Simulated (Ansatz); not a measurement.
# Cs3IO: single run (Ansatz)

The command:

```bash
ansatz run input.yaml --threads 1 --pin off --max-ram 2560MiB --backend cpu --events-out ev --progress --plain --runs-dir out
```

input.yaml:

```yaml
crystal:
  lattice:
    - [3.987778, 6.907033, 0.0]
    - [-3.987778, 6.907033, 0.0]
    - [0.0, 0.0, 7.097499]
  atoms:
    - { symbol: Cs, position: [0.16078, 0.16078, 0.25] }
    - { symbol: Cs, position: [0.83922, 0.32156, 0.75] }
    - { symbol: Cs, position: [0.67844, 0.16078, 0.25] }
    - { symbol: Cs, position: [0.83922, 0.83922, 0.75] }
    - { symbol: Cs, position: [0.16078, 0.67844, 0.25] }
    - { symbol: Cs, position: [0.32156, 0.83922, 0.75] }
    - { symbol: I, position: [0.66667, 0.66666, 0.25] }
    - { symbol: I, position: [0.33333, 0.33334, 0.75] }
    - { symbol: O, position: [0.0, 0.0, 0.0] }
    - { symbol: O, position: [0.0, 0.0, 0.5] }
  symmetry: { tolerance: 0.0003 }
kpoints:
  mp_grid: { grid: [3, 3, 3], shift: [0, 0, 0] }
magnetization:
  spin_polarized: false
scf:
  occupations: { method: gaussian, width: 0.117 }
  max_iter: 100
hamiltonian:
  pseudopotentials: { kind: paw }
  xc: r2scan
  hubbard: { sites: [{ species: O, l: f, u_eff: 4.0 }] }
basis:
  ecutwfc: 500
output:
  forces: true
  stress: true
  eigenvalues: true
```

Origin of the cell: a known structure type with other elements, at an estimated volume, so it need not be a known compound.

Output:

```
Error: inconsistent input (hamiltonian.hubbard.sites[].l, hamiltonian.hubbard.sites[].shell): the file of O doesn't list 4f, and it can't be added: PBE doesn't bind the shell 4f of the free atom, whose level lies at +1.15 eV. Type an atom or ion with it (hamiltonian.pseudopotentials.projection_atoms), take another file or name another shell
```

Problem. What is wrong with this input?

Solution. It holds a U on a shell that isn't there: `hamiltonian.hubbard` typed as { sites: [{ species: O, l: f, u_eff: 4.0 }] }. The program refused the input.
